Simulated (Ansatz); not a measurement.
## A sublattice moved along a line in BiTe

Level of theory: DFT r2SCAN, scalar-relativistic, plane waves, PAW in Ansatz 0.2.0. The runs took a 500 eV cutoff, a Γ-centred 14×14×14 mesh and Gaussian smearing (0.15 eV). Spin–orbit coupling is left out, which can shift energies with elements as heavy as these. No spin polarisation. Energies are free energies at this smearing, counted from the undisturbed cell; pressure is positive in compression.

Zero of the scan (as given, not relaxed at this level; it stands at 0.0 GPa, and it needn't be the usual structure):

```
CELL_PARAMETERS angstrom
0.00000 3.23500 3.23500
3.23500 0.00000 3.23500
3.23500 3.23500 0.00000
ATOMIC_POSITIONS crystal
Bi 0.00000 0.00000 0.00000
Te 0.50000 0.50000 0.50000
```

Every Bi atom is moved by x along the Cartesian unit vector (1.000, 0.000, 0.000); the cell and all other atoms stay fixed. The cell is metallic on the mesh throughout.

```csv
x (Å),ΔE (meV/cell),force along x on the moved atoms (eV/Å),pressure (GPa)
-0.2000,51.6,0.53,0.7
-0.1000,12.6,0.25,0.2
0.0000,0.0,0.00,0.0
0.0250,?,-0.06,0.0
0.0500,3.1,-0.13,0.0
0.0750,7.1,?,?
0.1250,19.8,-0.32,0.3
0.1500,28.7,-0.39,0.4
0.1750,39.3,-0.46,0.5
```

By symmetry 0.2000 repeats -0.2000, -0.1500 repeats 0.1500, 0.1000 repeats -0.1000, -0.0500 repeats 0.0500 in energy, with the opposite slope along the path.

Problem. Give the withheld values.

Solution. ΔE (meV/cell) at x (Å) = 0.0250: 0.8; force along x on the moved atoms (eV/Å) at x (Å) = 0.0750: -0.19; pressure (GPa) at x (Å) = 0.0750: 0.1.